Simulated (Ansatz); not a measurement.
Suppose Al3Te3H takes space group Pm-3m (No. 221), with Al on 3c; Te on 3d; H on 1b.

Theory: Ansatz 0.2.0, DFT PBE, scalar-relativistic, plane waves, PAW. Cutoff 420 eV, Γ-centred mesh, Gaussian smearing, no spin polarisation.

Energies over the elements count from the elements' standard structures at the same level (H₂ as a molecule), with no fitted energy shifts.

Q: Predict the relaxed structure.

A:

Space group Pm-3m (No. 221). a = 5.588 Å, b = 5.588 Å, c = 5.588 Å, α = 90.00°, β = 90.00°, γ = 90.00°
```csv
atom,site,symmetry,x,y,z
Al,3c,4/mm.m,0.0000,0.5000,0.5000
Te,3d,4/mm.m,0.5000,0.0000,0.0000
H,1b,m-3m,0.5000,0.5000,0.5000
```

Al has 2 H at 2.79 Å and 4 Te at 2.79 Å; Te has 4 Al at 2.79 Å; around H lie 6 Al at 2.79 Å (long contacts).

Q: Where does its energy lie, and is it a metal?

A: The energy over the elements is +0.26 eV/atom and the gap on the 8×8×8 mesh of the 7-atom cell is 0 eV (a metal). It can't be a ground state, since the elements alone are lower.

The last run used Gaussian smearing of 0.10 eV. Spin–orbit coupling, which can matter for Te, is left out. The reference form of Te is held partly by dispersion forces, which this level lacks. With hydrogen, zero-point motion can shift formation energies by some tens of meV/atom. A structure relaxed within its symmetry needn't be a true minimum.
